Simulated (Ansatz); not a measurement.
# Elastic constants of CuI (F-43m) under pressure

```yaml
crystal:
  lattice:
    - [0.00000, 2.93098, 2.93098]
    - [2.93098, 0.00000, 2.93098]
    - [2.93098, 2.93098, 0.00000]
  atoms:
    - { symbol: Cu, position: [0.75000, 0.75000, 0.75000] }
    - { symbol: I, position: [0.00000, 0.00000, 0.00000] }
```

This is the zero-pressure cell. At each pressure cell and atoms are relaxed in this structure, and the constants are slopes of the stress at strains of ±0.005 with relaxed ions (the coefficients that govern stability under load). Level: LDA, PAW on Ansatz 0.2.0's default frozen-core files (fitted under PBE), scalar-relativistic; k mesh 6×6×6, strains of ±0.005, fixed occupations, cutoff 420 eV. P is the pressure of the relaxed cell, less that of this one.

```
P (GPa)    V/V₀  C11 (GPa)  C12 (GPa)  C44 (GPa)
   0.00  1.0000       71.2       49.7       26.7
   0.97  0.9838       75.8       54.8       26.6
   1.96  0.9686       80.4       60.0       26.3
   3.97  0.9419       89.3       70.0       25.5
   6.95       ?          ?          ?          ?
   9.93  0.8813      114.1       98.8       22.2
  14.92  0.8437      133.2      121.9       18.6
```

Problem. Does the bulk modulus from the constants agree with the pressure-volume curve?

Solution. A third-order Birch-Murnaghan fit to the volumes shown (F against f, f = [(V₀/V)^(2/3) − 1]/2) gives B₀ = 56.9 GPa and B′ = 5.1. Its −V dP/dV stands beside (C11 + 2C12)/3:

| P (GPa) | from P(V) | from the constants |
| --- | --- | --- |
| 0.00 | 56.9 | 56.8 |
| 0.97 | 61.8 | 61.8 |
| 1.96 | 66.7 | 66.8 |
| 3.97 | 76.4 | 76.4 |
| 9.93 | 104.0 | 103.9 |
| 14.92 | 126.1 | 125.7 |

Problem. What are the pressure derivatives at zero pressure?

Solution. Slopes at V₀ of quadratic fits in −ln(V/V₀) through the first four rows shown, divided by B₀: dC11/dP = 4.9, dC12/dP = 5.4, dC44/dP = 0.0. The mean slopes up to 2.0 GPa are 4.7, 5.2, -0.2; curvature and scatter of the constants part the two. The combination (dC11/dP + 2 dC12/dP)/3 = 5.2 stands against B′.

Problem. Fill the row at 6.95 GPa.

Solution. Cubic fits in −ln(V/V₀) through all rows shown give C11 = 102.0, C12 = 84.6, C44 = 24.0 GPa. Computed: V/V₀ = 0.9088, C11 (GPa) = 102.0, C12 (GPa) = 84.6, C44 (GPa) = 24.1.

Problem. Does a shear stiffness soften?

Solution. C44 goes from 26.7 to 18.6 GPa; (C11 − C12)/2 goes from 10.8 to 5.7 GPa. C44 and (C11 − C12)/2 soften under pressure, though the lattice stays mechanically stable over this range.

Keep in mind: no other phase was computed; many crystals of this kind change structure within this range, and rows or crossings beyond such a change describe a metastable lattice; frozen-core PAW files fitted under PBE, their cores solved anew for the functional of the run; constants at zero field, no piezoelectric stiffening; phonons weren't checked at these pressures.
